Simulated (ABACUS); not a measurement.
Consider a self-consistent single point of Zn2SeS (Pmm2, 4 atoms in the cell; from Materials Project mp-1215430, changed as shown).

```
CELL_PARAMETERS angstrom
      3.94838     0.00000     0.00000
      0.00000     3.90929     0.00000
      0.00000     0.00000     5.52212
ATOMIC_POSITIONS crystal
  Zn 0.50000 0.00000 0.76306
  Zn 0.00000 0.50000 0.23694
  Se 0.00000 0.00000 0.50000
  S  0.50000 0.50000 0.00000
```

All values come from this method and carry its errors: PBEsol, PseudoDojo 0.4 standard norm-conserving PBEsol (tails mended) pseudopotentials (plane waves; ABACUS).

ABACUS settings:

```
setting                                                                  value
---------------  -------------------------------------------------------------
KPT                                                          Gamma 5 5 3 0 0 0
basis_type                                                                  pw
dft_functional                                                          PBESOL
ecutwfc                                                                  86 Ry
smearing_method                                                       gaussian
smearing_sigma                                                   0.00367493 Ry
potentials       PseudoDojo 0.4 standard norm-conserving PBEsol (tails mended)
symmetry                                                                     1
ks_solver                                                         dav_subspace
scf_nmax                                                                   100
scf_thr                                                             1.0e-09 Ry
mixing_type                                                            broyden
mixing_beta                                                                0.7
```

Results:

| Item | Result |
|---|---|
| Number of valence electrons | 62 |
| Number of bands | 41 |
| Number of k-points after the program's reduction | 18 |
| Number of plane waves (most at a k-point) | 7775 |
| Number of SCF iterations | 8 |
| FFT grid | 45 × 45 × 64 |
| Free energy E − TS | -14968.0841 eV |
| Pressure | -1.85 GPa |
| Largest force (vector length) | 0.053 eV/Å |

Forces (eV/Å):
| atom | Fx | Fy | Fz |
|---|---|---|---|
| Zn1 | 0.000 | 0.000 | -0.045 |
| Zn2 | 0.000 | 0.000 | -0.051 |
| Se3 | 0.000 | 0.000 | 0.053 |
| S4 | 0.000 | 0.000 | 0.043 |

Stress (GPa, positive for compression):
```
-2.49   0.00   0.00
 0.00  -1.30   0.00
 0.00   0.00  -1.77
```

For comparison: a first run was changed to give this one (lattice vector a scaled by 1.01), and from it to this one the free energy rises by 2.4 meV/atom, the pressure goes from -1.22 to -1.85 GPa and the largest force goes from 0.006 to 0.053 eV/Å.

The structure comes from a collection of computed structures, made at another level of theory; the collection holds predicted forms beside known ones.

Cost on one core: around 40 core-seconds (rough).

“Tails mended”: in these copies of the files the far tail of each local potential was reset to the Coulomb form.
